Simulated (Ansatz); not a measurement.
Input:

NbN:
```yaml
crystal:
  lattice:
    - [2.95795, 0.00000, 0.00000]
    - [-1.47898, 2.56166, 0.00000]
    - [0.00000, 0.00000, 11.19000]
  atoms:
    - { symbol: Nb, position: [0.66667, 0.33333, 0.87812] }
    - { symbol: Nb, position: [0.33333, 0.66667, 0.12188] }
    - { symbol: Nb, position: [0.33333, 0.66667, 0.37812] }
    - { symbol: Nb, position: [0.66667, 0.33333, 0.62188] }
    - { symbol: N, position: [0.00000, 0.00000, 0.00000] }
    - { symbol: N, position: [0.00000, 0.00000, 0.50000] }
    - { symbol: N, position: [0.66667, 0.33333, 0.25000] }
    - { symbol: N, position: [0.33333, 0.66667, 0.75000] }
```

This is the PBEsol-relaxed structure. Cartesian axes are those of the cell as given.

Task: All from PBEsol in the plane-wave PAW code Ansatz, unless another level is named. Estimate the Poisson's ratio.

Result: 0.31.

Task: Predict the elastic constants (relaxed ions, GPa).

Result: C11 = 463, C12 = 201, C13 = 290, C33 = 493, C44 = 216.

Space group P6_3/mmc. The first step of the workflow began from a Materials Project structure, measured or hypothetical; the Crystallography Open Database files this formula in space group No. 194, but the cells were not matched. It is not the phase usual at ambient conditions (space group No. 225). The cell was relaxed with PBEsol under the symmetry of its start; its stability against distortions is not shown here. No spin polarisation was allowed. As this level gives no gap, shear constants depend on the k-mesh and smearing (Fermi–Dirac, 0.1 eV here). On the denser mesh and wider smearing of the elastic run this cell carries a stress of 1.1 GPa.

Potentials: the later of the program's two PAW sets.
